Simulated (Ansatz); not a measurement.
RuF2 in the CdI2-type structure

Method: PBEsol, scalar-relativistic; no spin polarisation; PAW, 420 eV, Γ-centred 12×12×8 mesh, 0.05 eV Gaussian smearing; code Ansatz; PAW files: Ansatz's generated set soft_2.

```cif
data_structure
_symmetry_space_group_name_H-M 'P-3m1'
_symmetry_Int_Tables_number 164
_cell_length_a 3.2196
_cell_length_b 3.2196
_cell_length_c 4.3056
_cell_angle_alpha 90.000
_cell_angle_beta 90.000
_cell_angle_gamma 120.000
_cell_volume 38.65
loop_
_atom_site_label
_atom_site_type_symbol
_atom_site_symmetry_multiplicity
_atom_site_Wyckoff_symbol
_atom_site_fract_x
_atom_site_fract_y
_atom_site_fract_z
_atom_site_occupancy
Ru1 Ru 1 a 0.00000 0.00000 0.00000 1
F1 F 2 d 0.33333 0.66667 0.22231 1
```

The cell came from substitution into a structure type; whether the compound takes it is for experiment to say.

The cell above was scaled in volume, and shape and atoms were relaxed at each volume within its symmetry. Energies are counted from the cell above.

```tsv
V (Å³/atom)	ΔE (meV/atom)	P (GPa)	gap on the mesh (eV)
12.37	0.7	0.56	0.47
12.63	0.1	0.21	0.50
12.88	0.0	0.00	0.53
13.14	0.2	-0.21	0.54
13.40	0.6	-0.28	0.57
```

Can a bulk modulus be trusted from these points?

No. The energies are smooth (scatter 0.00 meV/atom), but the fit's B0′ of 18.5 is out of the usual range: the curve is too flat or too lopsided over this range, as for soft or weakly bound crystals, and a third-order form can't fix it.

Kohn–Sham gaps of semilocal functionals lie under measured ones, often by a third or more.
